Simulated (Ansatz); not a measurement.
**Os (Fm-3m), two-dimensional strain map**

Method: DFT PBEsol, scalar-relativistic, plane waves, PAW in Ansatz. The runs took a 420 eV cutoff, a Γ-centred 20×20×20 mesh and Gaussian smearing (0.15 eV). Spin–orbit coupling is left out, which can shift energies with elements as heavy as these. No spin polarisation. Energies are free energies at this smearing, counted from the undisturbed cell; pressure is positive in compression.

The undisturbed cell (as given, not relaxed at this level; it stands at -20.1 GPa; this fcc form isn't the usual structure):

```
Os
1.0
     0.00000    1.94500    1.94500
     1.94500    0.00000    1.94500
     1.94500    1.94500    0.00000
Os
1
Direct
  0.00000 0.00000 0.00000
```

The cell is strained by p along both x and y and by q along z, fractional coordinates fixed. Points are written (p, q). At -20 GPa the given cell is far from its own equilibrium, so these figures belong to a strongly strained crystal.

Energy above the undisturbed cell in meV/atom (a dash: not computed):

```csv
p \ q,-0.050,-0.025,0.000,0.025,0.050
-0.050,151.2,64.7,24.2,25.0,61.2
-0.025,0.8,-41.8,-44.7,?,50.4
0.000,-23.6,-30.3,0.0,60.0,?
0.025,53.4,?,132.9,217.4,323.7
0.050,210.7,258.1,335.9,439.3,?
```

Q: Fill in the withheld energies.

A: (-0.025, 0.025): -12.7; (0.000, 0.050): 146.0; (0.025, -0.025): 76.1; (0.050, 0.050): 563.1.